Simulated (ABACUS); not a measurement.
Set-up for a self-consistent single point of SiNi (Pnma, 8 atoms in the cell; from Materials Project mp-351, changed as shown).

```
SiNi
1.0
    5.01506     0.00000     0.00000
    0.00000     3.30439     0.00000
    0.00000     0.00000     5.43276
Si Ni
4 4
Cartesian
  4.11781   2.47829   3.16361
  0.89724   0.82610   2.26916
  3.40477   0.82610   0.44723
  1.61028   2.47829   4.98554
  2.54740   0.82610   3.74057
  2.46766   2.47829   1.69220
  4.97519   2.47829   1.02418
  0.03987   0.82610   4.40858
```

All values come from this method and carry its errors: PBEsol, PseudoDojo 0.4 standard norm-conserving PBEsol (tails mended) pseudopotentials (plane waves; ABACUS).

ABACUS settings:

KPT: Gamma 3 4 3 0 0 0
basis_type: pw
ecutwfc: 98 Ry
smearing_method: fd
smearing_sigma: 0.00734986 Ry
potentials: PseudoDojo 0.4 standard norm-conserving PBEsol (tails mended)
symmetry: 1
symmetry_prec: 1e-05
ks_solver: dav
scf_nmax: 100
scf_thr: 1.0e-09 Ry
mixing_type: broyden
mixing_beta: 0.7

Results:

```
Property                                                   Value
------------------------------------------------  --------------
Number of valence electrons                                   88
Number of bands                                               54
Number of k-points after the program's reduction              12
Number of plane waves (most at a k-point)                   9980
Number of SCF iterations                                       9
FFT grid                                            60 × 40 × 72
Free energy E − TS                                -18713.1549 eV
Fermi level (on the code's own zero)                    16.16 eV
Pressure                                               10.88 GPa
Largest force (vector length)                         0.378 eV/Å
```

Forces (eV/Å):
| atom | Fx | Fy | Fz |
|---|---|---|---|
| Si1 | 0.085 | 0.000 | 0.369 |
| Si2 | -0.085 | 0.000 | -0.369 |
| Si3 | -0.085 | 0.000 | 0.369 |
| Si4 | 0.085 | 0.000 | -0.369 |
| Ni5 | 0.204 | 0.000 | -0.115 |
| Ni6 | -0.204 | 0.000 | 0.115 |
| Ni7 | -0.204 | 0.000 | -0.115 |
| Ni8 | 0.204 | 0.000 | 0.115 |

Stress (GPa, positive for compression):
```
10.65   0.00   0.00
 0.00  10.01   0.00
 0.00   0.00  11.99
```

For comparison: a first run was changed to give this one (lattice vector b scaled by 1.02), and from it to this one the free energy drops by 17.2 meV/atom, the pressure goes from 15.88 to 10.88 GPa and the largest force goes from 0.285 to 0.378 eV/Å.

The run has no spin polarisation, so moments on Ni cannot form. The structure comes from a collection of computed structures, made at another level of theory; the collection holds predicted forms beside known ones. Its lattice was then scaled. No clean gap shows at this smearing width and mesh (spacing up to 0.48 Å⁻¹); the mesh is coarse for partly filled bands, so the values carry mesh errors.

Cost on one core: roughly 2.7 core-minutes.

“Tails mended”: in these copies of the files the far tail of each local potential was reset to the Coulomb form.
